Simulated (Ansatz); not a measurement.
Here is an unrelaxed guess for Ge₂Sb₂Se.

Space group P-3m1 (No. 164). a = 4.022 Å, b = 4.022 Å, c = 9.819 Å, α = 90.00°, β = 90.00°, γ = 120.00°
```
atom  site  symmetry       x       y       z
  Ge    2d       3m. 0.3333  0.6667  0.3453
  Sb    2d       3m. 0.3333  0.6667  0.8444
  Se    1b      -3m. 0.0000  0.0000  0.5000
```

Method: Ansatz 0.2.0, DFT PBE, scalar-relativistic, plane waves, PAW. Plane waves to 420 eV, a k mesh through Γ of 6×6×2 on the computed 5-atom cell and Gaussian smearing (0.10 eV); no spin polarisation.

Energies over the elements count from the elements' standard structures at the same level, with no fitted energy shifts.

Question: What does a single point on this coarse mesh give?

Answer: The pressure is -3.5 GPa (the mean over three directions, positive in compression), the largest force is 1.02 eV/Å, and the energy is +0.24 eV/atom against the elements. The shortest distance is 2.77 Å.

Question: How much does it gain on relaxing, and where does it end?

Answer: Relaxing gains about 0.15 eV/atom (the start's value is from the coarse mesh, so the gain is rough) in 14 ionic steps and ends at +0.10 eV/atom on the finer mesh. The symmetry stays P-3m1 (No. 164). The volume per atom shrinks by 9.8 %, from 27.5 to 24.8 Å³. The shortest distance goes from 2.77 Å (Ge–Se) to 2.86 Å (Ge–Se). Conventional cell: a = 4.013 Å, c = 8.899 Å. Around Ge lie 3 Se at 2.86 Å and 3 Sb at 2.89 Å; Sb has 3 Ge at 2.89 Å and 3 Sb at 3.13 Å; Se is surrounded by 6 Ge at 2.86 Å.

The last run used a 12×12×4 mesh (in the run's order of axes) for its 5-atom cell and Gaussian smearing of 0.10 eV. Spin–orbit coupling, which can matter for Sb, is left out. The reference form of Se is held partly by dispersion forces, which this level lacks. The relaxation can't lower the symmetry of the start. Symmetry constrained the relaxation, so the result can be a saddle point.
